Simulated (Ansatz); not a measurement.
A geometry of In away from equilibrium: the start of the relaxation of a randomly generated symmetric cell of In (space group No. 63). Method: r2SCAN (plane waves to 500 eV, PAW, scalar-relativistic; Ansatz, a program for electronic structure). Γ-centred k-mesh 9×9×7 on the run's cell (coarser than for final values), Fermi–Dirac smearing 0.05 eV.

```xyz
2
Lattice="3.1081 -2.1005 0.0000 3.1081 2.1005 0.0000 0.0000 0.0000 5.0045" Properties=species:S:1:pos:R:3:forces:R:3 pbc="T T T" free_energy=-11223.458 pressure_GPa=-4.0
In     3.1081    -1.1939     3.7534    0.0000    0.2009    0.0000
In     3.1081     1.1939     1.2511    0.0000   -0.2009    0.0000
```

Positions in Å, forces in eV/Å, free energy of the cell in eV (comparable only within this code, potentials and settings). Largest force: 0.20 eV/Å, on In1, In2 (atoms numbered as listed); the geometry lies 0.16 eV/atom above the end of its relaxation.

No spin polarisation in the result.

The run could not lose the symmetry of its start.
